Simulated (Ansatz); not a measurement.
ZnO (CsCl type, Pm-3m) under volume change, r²SCAN in the plane-wave PAW code Ansatz, scaled uniformly.

```json
[
 {"V (Å³/atom)": "8.421", "E − E(relaxed) (meV/atom)": "52.7", "P (GPa)": "22.16"},
 {"V (Å³/atom)": "8.698", "E − E(relaxed) (meV/atom)": "22.0", "P (GPa)": "13.48"},
 {"V (Å³/atom)": "8.976", "E − E(relaxed) (meV/atom)": "5.2", "P (GPa)": "6.16"},
 {"V (Å³/atom)": "9.254", "E − E(relaxed) (meV/atom)": "0.0", "P (GPa)": "-0.01"},
 {"V (Å³/atom)": "9.531", "E − E(relaxed) (meV/atom)": "4.7", "P (GPa)": "-5.24"},
 {"V (Å³/atom)": "9.809", "E − E(relaxed) (meV/atom)": "17.7", "P (GPa)": "-9.68"},
 {"V (Å³/atom)": "10.086", "E − E(relaxed) (meV/atom)": "37.8", "P (GPa)": "-13.43"}
]
```

What does a third-order Birch–Murnaghan fit give for V₀, B₀ and B′?

V₀ = 9.25 Å³/atom, B₀ = 189 GPa, B′ = 4.6.

A made-up cell: these elements were put on the sites of a structure type; neither database checked (COD, Materials Project) lists it. It is not the phase usual at ambient conditions (space group No. 186). Symmetry was held in the r²SCAN relaxation. At this level the phase is mechanically unstable.

Potentials: the earlier of the program's two PAW sets.
